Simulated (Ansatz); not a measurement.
# MoPt: energy along a strain

MoPt, P-6m2, a = 2.821 Å, c = 4.527 Å (as given, not relaxed at this level: -10.8 GPa). The structure is a Materials Project entry; whether it is the stable form wasn't checked. Ansatz: PBEsol, PAW, 420 eV, Γ-centred 21×21×10 mesh on 2 atoms, Gaussian smearing 0.15 eV; no spin polarisation. Cell vectors (Å): 2.821 0.000 0.000; -1.411 2.443 0.000; 0.000 0.000 4.527. The cell is strained by x per cent times the pattern (1 1 0 0 0 0) in the order xx yy zz yz xz xy (engineering shears), with fractional coordinates held. y is the free energy over the start, V0 = 15.605 Å³/atom. Points with a strain past 8.5 % were computed too (2) and aren't used here.

```tsv
x (%)	y (meV/atom)
-7.50	239.36
-5.00	?
0.00	0.00
2.50	86.44
5.00	223.78
7.50	398.08
```

Fit y = c1 x + c2 x² + c3 x³ to the other rows, get the stiffness along the pattern, and predict the missing energy.

Least squares on the rows shown. y = 21.326 x + 5.6646 x² − 0.19118 x³. The clamped-ion stiffness p·C·p = 2 × 56.65 eV × 160.2 / 15.605 Å³ = 1163 GPa (second derivative at the start, which stands under stress). At x = -5.00 the fit asked for gives 58.88 meV/atom. The run gave 53.25 meV/atom, so the fit is 5.63 meV/atom too high, 1.4 % of the span of the series, against an rms of 0.46 meV/atom on the fitted rows. With a term in x⁴ added, a fit to the same known rows (none to spare) predicts 53.54 meV/atom, so most of the miss is curvature that the known rows already hold.

Spin–orbit coupling is left out, which can shift energies with elements as heavy as these.